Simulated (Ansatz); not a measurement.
Relaxed-ion elastic tensor of GeSb₂Te₄ in space group R-3m (No. 166; Ge on 3a, Sb on 6c, Te on 6c, Te on 6c) in GPa (Voigt order), DFT-r²SCAN+D4 in the program Ansatz with PAW potentials; density 6.29 g/cm³, 31.17 Å³ per atom.

```json
[
 {"": "1", "1": "82.3", "2": "18.5", "3": "17.9", "4": "9.5", "5": "0.0", "6": "0.0"},
 {"": "2", "1": "18.5", "2": "82.3", "3": "17.9", "4": "-9.5", "5": "0.0", "6": "0.0"},
 {"": "3", "1": "17.9", "2": "17.9", "3": "35.6", "4": "0.0", "5": "0.0", "6": "0.0"},
 {"": "4", "1": "9.5", "2": "-9.5", "3": "0.0", "4": "20.0", "5": "0.0", "6": "0.0"},
 {"": "5", "1": "0.0", "2": "0.0", "3": "0.0", "4": "0.0", "5": "20.0", "6": "9.5"},
 {"": "6", "1": "0.0", "2": "0.0", "3": "0.0", "4": "0.0", "5": "9.5", "6": "31.9"}
]
```

**Question.** Is the crystal mechanically stable?

**Answer.** Yes: the smallest eigenvalue of C is 14.8 GPa.

**Question.** Work out the Voigt, Reuss and Hill averages.

**Answer.** K_V = 34.3, K_R = 29.3, K_H = 31.8; G_V = 24.1, G_R = 19.3, G_H = 21.7 GPa.

**Question.** Give Young's modulus, Poisson's ratio, Pugh's ratio and the universal anisotropy index.

**Answer.** E = 9KG/(3K + G) = 53.0 GPa; ν = 0.22; K/G = 1.47 (brittle by the Pugh limit of 1.75); A_U = 5G_V/G_R + K_V/K_R − 6 = 1.42.

**Question.** Estimate the sound speeds and the Debye temperature.

**Answer.** v_l = √((K + 4G/3)/ρ) = 3110 m/s, v_t = √(G/ρ) = 1860 m/s, mean 2060 m/s; Θ = (h/k)(3n/4πV)^(1/3) v_m = 194 K.

**Question.** How much does each axis shrink under pressure?

**Answer.** Linear compressibilities β_i = Σ_j S_ij (j = 1 to 3): x 6.0, y 6.0, z 22 per TPa.

Symmetry was held in the r²SCAN+D4 relaxation. Scalar-relativistic: spin–orbit coupling is off unless named, which matters more the heavier the elements.

Potentials: the later of the program's two PAW sets.
